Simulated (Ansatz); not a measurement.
Theory: DFT PBE, scalar-relativistic, plane waves, PAW (Ansatz). The final run on the 7-atom cell used 420 eV, a Γ-centred 14×14×14 mesh, 0.10 eV smearing and collinear spin.

Formation energies are uncorrected and refer to the elements' standard structures at the same level (O₂ as a molecule). The references include grey tin.

Question: Propose a candidate for a tetragonal metal made of Ag, O and Sn, with a formation energy near −0.33 eV/atom, about 14 Å³ per atom and a net moment near 0.3 μB per atom, in a cell of 7 atoms.

Answer: Ag₂SnO₄, space group I4/mmm (No. 139). Ag is surrounded by 1 O at 2.09 Å; Sn has 6 O at 2.04–2.06 Å; around O on a site of symmetry 4mm lie 1 Sn at 2.06 Å and 1 Ag at 2.09 Å; O on a site of symmetry mmm has 2 Sn at 2.04 Å.

```yaml
crystal:
  lattice:
    - [-2.04469, 2.04469, 5.90877]
    - [2.04469, -2.04469, 5.90877]
    - [2.04469, 2.04469, -5.90877]
  atoms:
    - { symbol: Ag, position: [0.35143, 0.35143, 0.00000] }
    - { symbol: Ag, position: [0.64857, 0.64857, 0.00000] }
    - { symbol: Sn, position: [0.00000, 0.00000, 0.00000] }
    - { symbol: O, position: [0.82555, 0.82555, 0.00000] }
    - { symbol: O, position: [0.00000, 0.50000, 0.50000] }
    - { symbol: O, position: [0.50000, 0.00000, 0.50000] }
    - { symbol: O, position: [0.17445, 0.17445, 0.00000] }
```

The volume per atom is 14.12 Å³, the density is 6.70 g/cm³ and the energy over the elements is −0.33 eV/atom. The gap on the 14×14×14 mesh of the 7-atom cell is 0 eV (a metal). The net moment per atom is 0.29 μB and the moment by site is Ag 0.3 (×2); O 0.5 (×2), 0.2 (×2) μB.

It was reached by relaxing an invented guess, and it needn't be the stable form of this composition. The answer needn't be unique; the calculation gave this one.

The magnetic state reached may not be the lowest. A structure relaxed within its symmetry needn't be a true minimum. Site moments count only spheres around the atoms; the net moment includes the space between them.
